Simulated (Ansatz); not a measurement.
Ba$_{2}$SrWO$_{6}$:
```cif
data_Ba4O12Sr2W2
_chemical_formula_sum 'Ba4 Sr2 W2 O12'
_space_group_name_H-M_alt 'C2/m'
_space_group_IT_number 12
_space_group_name_Hall '-C 2y'
_cell_length_a 10.34917
_cell_length_b 5.98798
_cell_length_c 6.10452
_cell_angle_alpha 90.000
_cell_angle_beta 124.836
_cell_angle_gamma 90.000
loop_
_atom_site_label
_atom_site_type_symbol
_atom_site_symmetry_multiplicity
_atom_site_Wyckoff_symbol
_atom_site_fract_x
_atom_site_fract_y
_atom_site_fract_z
_atom_site_occupancy
Ba1 Ba 4 i 0.24726 0.00000 0.23824 1
Sr1 Sr 2 c 0.50000 0.50000 0.50000 1
W1 W 2 b 0.00000 0.50000 0.00000 1
O1 O 8 j 0.45518 0.22679 0.17266 1
O2 O 4 i 0.28149 0.00000 0.70263 1
```
(The calculation used a cell of 10 atoms; values per cell refer to that cell.)

Relaxed with PBEsol. 

Task: HSE06 on this cell (Ansatz, a quantum-chemistry and plane-wave program, PAW) gives a gap of 4.29 eV. What does PBEsol give?

Result: 2.84 eV.

Cost on shared cores: the PBEsol run (SCF on a 6×6×6 mesh, then bands and DOS) around 4 core-minutes (rough), the HSE06 run (SCF on 4×4×3, then a few points) around 7 core-minutes (rough); the tasks are unlike.

The first step of the workflow began from a Materials Project structure, measured or hypothetical; the Crystallography Open Database copy checked does not list it. Its standing as an ambient phase is unchecked. The PBEsol relaxation kept the symmetry of its start; whether a distortion lowers the energy is not shown. The run is not spin-polarised. No Hubbard U is applied. Scalar-relativistic: spin–orbit coupling is off unless named, which matters more the heavier the elements.

Potentials: the later of the program's two PAW sets.

Ansatz is a plane-wave DFT program.
